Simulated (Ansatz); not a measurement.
Input and command of a calculation in Ansatz (plane waves; scalar-relativistic PAW potentials unless the input names others):

```yaml
crystal:
  lattice:
    - [1.1666250292, 0.6735512746, 3.1796602974]
    - [-1.1666250292, 0.6735512746, 3.1796602974]
    - [0.0, -1.3471025493, 3.1796602974]
  atoms:
    - { symbol: C, position: [0.164, 0.164, 0.164] }
    - { symbol: C, position: [0.836, 0.836, 0.836] }
basis:
  ecutwfc: 420
kpoints:
  mp_grid: { grid: [12, 12, 12] }
hamiltonian:
  xc: lda
scf:
  occupations: { method: gaussian, width: 0.05 }
output:
  forces: true
  eigenvalues: true
  stress: true
accuracy: medium
```

```bash
ansatz run input.yaml --threads 1 --pin off --max-ram 2560MiB --backend cpu --events-out ev --progress --plain --runs-dir out
```

Abridged log:
```
Basis set: ecut = 420 eV, 275 PW (Γ), FFT grids on a1−a3, a2−a3, a3
Bands: 8, of which v1, the nominal top of the filled ones, is band 4 counted from 1 (3 counted from 0)
Symmetry: 12 space group operations
k-points: 189 of 1728
SCF iter   1: F=—  HF=-485.617436 eV  |F-HF|=—  |Δ(HF+E_count)|=         —  Δρ=7.65e-3  dr2=5.49e-3  ethr=1.77e-3  ⟨swp⟩=4.3  Hψ=9847  notcnv=0
SCF iter   2: F=—  HF=-485.616058 eV  |F-HF|=—  |Δ(HF+E_count)|=   1.38e-3  Δρ=3.39e-3  dr2=6.35e-4  ethr=6.86e-5  ⟨swp⟩=1.3  Hψ=3137  notcnv=0
SCF iter   3: F=—  HF=-485.615933 eV  |F-HF|=—  |Δ(HF+E_count)|=   1.25e-4  Δρ=6.52e-4  dr2=1.86e-5  ethr=7.94e-6  ⟨swp⟩=1.8  Hψ=2008  notcnv=0
SCF iter   4: F=—  HF=-485.615931 eV  |F-HF|=—  |Δ(HF+E_count)|=   1.73e-6  Δρ=2.32e-5  dr2=3.13e-8  ethr=2.32e-7  ⟨swp⟩=1.3  Hψ=1620  notcnv=0
SCF iter   5: F=-485.615931 eV  HF=-485.615931 eV  |F-HF|=1.73e-11  |Δ(HF+E_count)|=   2.02e-8  Δρ=3.47e-6  dr2=5.03e-10  ethr=3.91e-10  ⟨swp⟩=2.1  Hψ=2290  notcnv=0
SCF iter   6: F=-485.615931 eV  HF=-485.615931 eV  |F-HF|=9.83e-12  |Δ(HF+E_count)|=  1.28e-10  Δρ=5.05e-7  dr2=1.78e-11  ethr=6.28e-12  ⟨swp⟩=1.6  Hψ=4666  notcnv=0
SCF 1 converged in 6 iterations: F = -485.615931 eV  dr2 = 1.78e-11
SCF converged after 6 iterations
Free energy (F): -485.615931 eV
Harris-Foulkes:  -485.615931 eV  (|F-HF|=9.83e-12)
Internal energy: -485.615931 eV  (E = F + TS)
E sigma→0 (E₀):  -485.615931 eV
Fermi energy:    8.623448 eV
--- Forces (eV/Å), atoms counted from 1 ---
  atom   1  C      0.00000000     0.00000000     0.77345562
  atom   2  C      0.00000000     0.00000000    -0.77345562
--- Stress (GPa, compression-positive) ---
       77.635781       0.000000       0.000000
        0.000000      77.635781       0.000000
        0.000000       0.000000       0.672220
  P = ⅓ Tr σ = 51.9813 GPa (519.813 kbar)
```

Apart from outputs and empty bands, the input differs from a reference run on usual settings in accuracy: not typed → "medium". The reference, at the same geometry (not necessarily relaxed), gave pressure 51.98 GPa, largest force 0.773 eV/Å, gap on the mesh 0.96 eV. This run converged in 6 SCF iterations (reference: 6) with an energy at zero smearing within 0.01 meV/atom of the reference's, pressure 51.98 GPa, largest force 0.773 eV/Å, gap on the mesh 0.96 eV.

Time: 1.3 s on 1 thread of Intel(R) Xeon(R) Processor @ 2.70GHz, with other jobs on the host, peak memory 0.3 GiB.